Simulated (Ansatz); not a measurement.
HgSe (zinc blende)

```
CELL_PARAMETERS angstrom
      0.00000     3.12999     3.12999
      3.12999     0.00000     3.12999
      3.12999     3.12999     0.00000
ATOMIC_POSITIONS crystal
  Se 0.75000 0.75000 0.75000
  Hg 0.00000 0.00000 0.00000
```

This relaxed cell (volume V₀) is scaled evenly in all directions, its shape held. Symmetry pins the atoms to their sites.

These are PBE (plane waves to 420 eV, PAW, scalar-relativistic; Ansatz, a quantum-chemistry and plane-wave program) values and carry that method's errors. k mesh 13×13×13 (Γ-centred), Fermi-Dirac smearing 0.05 eV. The energy includes the smearing's −TS. Compression counts positive. At this level the bands of HgSe touch or barely overlap. HgSe was relaxed with its symmetry unable to fall. Spin-orbit coupling is left out, though Hg is heavy. The relaxed volume of HgSe is well above the measured one; the method has no dispersion term. The zero of ΔE is the relaxed starting cell. The last digit holds for this mesh only.

| V (Å³/atom) | ΔE (meV/atom) |
|---|---|
| 25.758 | 147.9 |
| 26.576 | 96.5 |
| 27.393 | 58.1 |
| 28.211 | 30.8 |
| 29.029 | 12.9 |
| 29.846 | 3.1 |
| 30.664 | 0.0 |
| 31.482 | 2.7 |
| 32.299 | 10.4 |
| 33.117 | 22.3 |
| 33.935 | withheld |
| 34.753 | 56.1 |
| 35.570 | 77.1 |

### Question
Fit a third-order Birch-Murnaghan form (E₀, V₀, B₀, B₀′ free) to the given rows and predict ΔE at V = 33.935.

### Answer
Least squares on the 12 given rows: ΔE = E₀ + (9V₀B₀/16)·y²·[2 + (B₀′ − 4)y], y = (V₀/V)^(2/3) − 1, with V₀ = 30.666 Å³/atom, B₀ = 42.46 GPa (160.2 GPa = 1 eV/Å³; the term in eV is multiplied by 1000), B₀′ = 5.04, E₀ = 0.01 meV/atom; root-mean-square residual 0.03 meV/atom. At 33.935 the fit gives 37.7 meV/atom; the calculation gives 37.7 meV/atom, the same to the digits shown. For the pressure the fit gives -3.3 GPa against the computed -3.3 GPa.

(A scan under strain: stresses follow from slopes of the energy per volume, elastic moduli from its curvatures.)
